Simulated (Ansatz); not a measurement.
# Relaxing TlIn

These are results of Ansatz, DFT PBEsol, scalar-relativistic, plane waves, PAW, not measurements. Settings: 420 eV cutoff, 15×15×15 k-mesh, Gaussian smearing of 0.10 eV, no spin polarisation.

What was changed: relaxed at 12 GPa.

Spin–orbit coupling is left out, which can shift energies with elements as heavy as these.

Other phases may be more stable at this pressure.

Input:

```yaml
crystal:
  lattice:
    - [1.5950443863, 0.9208993058, 5.2258345613]
    - [-1.5950443863, 0.9208993058, 5.2258345613]
    - [0.0, -1.8417986116, 5.2258345613]
  atoms:
    - { symbol: Tl, position: [0.5, 0.5, 0.5] }
    - { symbol: In, position: [0.0, 0.0, 0.0] }
basis:
  ecutwfc: 420
kpoints:
  mp_grid: { grid: [15, 15, 15] }
hamiltonian:
  xc: pbesol
scf:
  occupations: { method: gaussian, width: 0.1 }
output:
  forces: true
  stress: true
  eigenvalues: true
relax:
  adjacent_minimum: "off"
  f_tol: 0.008
  max_steps: 50
  cell: { stress_tol: 0.08, p_target: 12.0 }
```

F is the free energy. Steps run on the plane waves of an earlier cell, but the last one, and at times one on the way, on a freshly chosen basis, so a repeated geometry can differ a little in energy. The relaxation lowers the enthalpy F + PV at the target pressure, so F itself can rise.

Steps:

| step | F − F(1) (eV) | largest force component (eV/Å) | V (Å³/atom) | P (GPa) |
| --- | --- | --- | --- | --- |
| 1 | 0.0000 | 0.000 | 23.028 | 9.93 |
| 2 | 0.1602 | 0.000 | 21.966 | 14.54 |
| 3 | 0.0663 | 0.000 | 22.538 | 11.91 |
| 4 | 0.0695 | 0.000 | 22.517 | 12.00 |
| 5 | 0.0699 | 0.000 | 22.517 | 12.00 |

Relaxed structure:

```xyz
2
Lattice="1.5838 0.9144 5.1822 -1.5838 0.9144 5.1822 0.0000 -1.8289 5.1822" Properties=species:S:1:pos:R:3 pbc="T T T"
Tl    0.0000    0.0000    7.7734
In    0.0000    0.0000    0.0000
```

Symmetry: R-3m, No. 166, trigonal system. Conventional cell: a = 3.168 Å, b = 3.168 Å, c = 15.547 Å, α = 90.00°, β = 90.00°, γ = 120.00°. Around Tl (site symmetry -3m) lie 6 Tl at 3.17 Å and 6 In at 3.17 Å. In (site symmetry -3m) has 6 In at 3.17 Å and 6 Tl at 3.17 Å as nearest neighbours.

The run converged. The run took roughly 80 core-seconds.